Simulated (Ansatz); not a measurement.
DFT+U series on TaNi3 (Fmmm)

The source of the geometry is a structure from the Materials Project; atoms and cell stay fixed.

Common settings: LDA, 8×8×8 k mesh, Fermi–Dirac smearing of 0.05 eV. PAW means Ansatz 0.2.0 on its default frozen-core files; LAPW is all-electron LAPW in Ansatz 0.2.0. Site moments are integrated in spheres about the atoms, whose radii differ between the methods.

Input of the first run:

```yaml
crystal:
  lattice:
    - [0.0, 2.5511481569, 3.7045443348]
    - [2.5463897099, 0.0, 3.7045443348]
    - [2.5463897099, 2.5511481569, 0.0]
  atoms:
    - { symbol: Ta, position: [0.0, 0.0, 0.0], spin: 0.6 }
    - { symbol: Ni, position: [0.5, 0.5, 0.5], spin: 1.5 }
    - { symbol: Ni, position: [0.25, 0.25, 0.25], spin: 1.5 }
    - { symbol: Ni, position: [0.75, 0.75, 0.75], spin: 1.5 }
magnetization:
  spin_polarized: true
kpoints:
  mp_grid: { grid: [8, 8, 8] }
scf:
  occupations: { method: fermi_dirac, width: 0.05 }
hamiltonian:
  xc: lda
  pseudopotentials: { kind: paw }
output:
  forces: true
  stress: true
  eigenvalues: true
  hubbard: { sites: [{ species: Ta, l: d }, { species: Ni, l: d }] }
  populations: true
```

Command: `ansatz run input.yaml --threads 2 --pin off --max-ram 6144MiB --backend cpu --events-out ev --progress --plain --runs-dir out`

The input for «U = 6 eV on Ni d» by LAPW differs from it in these lines, output keys apart:

```diff
-  pseudopotentials: { kind: paw }
+  pseudopotentials: { kind: all_electron, lapw: { basis_error: 0.001 } }
+  hubbard: { sites: [{ species: Ni, l: d, u_eff: 6 }] }
```

The largest moment can sit on different atoms in different rows. U is Dudarev's effective value on Löwdin-orthogonalised free-atom orbitals with fully localised double counting, unless a row says otherwise (a row with U and J takes Liechtenstein's form); the search for lower states is left at its default. Gaps are Kohn–Sham gaps on the k mesh over both spins.

Without U, PAW counts the shell on its file's own orbitals, so that entry can be offset from the others.

| run | largest site moment PAW (μB) | largest site moment LAPW (μB) | gap PAW (eV) | gap LAPW (eV) | Ni d electrons PAW | electrons LAPW | P PAW (GPa) | P LAPW (GPa) |
| --- | --- | --- | --- | --- | --- | --- | --- | --- |
| no U | 0.00 | 0.00 | metal | metal | 8.89 | 8.83 | -9.6 | -9.7 |
| U = 2 eV on Ni d and Ta d | 0.00 | 0.00 | metal | metal | 8.91 | 8.91 | -9.1 | -9.1 |
| U = 4 eV on Ni d and Ta d | 0.00 | 0.00 | metal | metal | 8.98 | 8.98 | -8.1 | -8.0 |
| U = 6 eV on Ni d | 0.00 | 0.00 | metal | metal | 9.03 | 9.03 | -9.6 | -9.5 |

Give the eigenvalues of the occupation matrix of Ni2 d for «U = 4 eV on Ni d and Ta d» by LAPW.

Majority spin: 0.88, 0.89, 0.90, 0.90, 0.93. Minority spin: 0.88, 0.89, 0.90, 0.90, 0.93.

The PAW files were made with PBE; the program remakes their cores once for the run's functional and then keeps them frozen. Spin–orbit coupling is left out although heavy atoms are present. The magnetic state is the one that this cell and start allow. It needn't be the compound's measured order, which may need a larger cell or be absent.
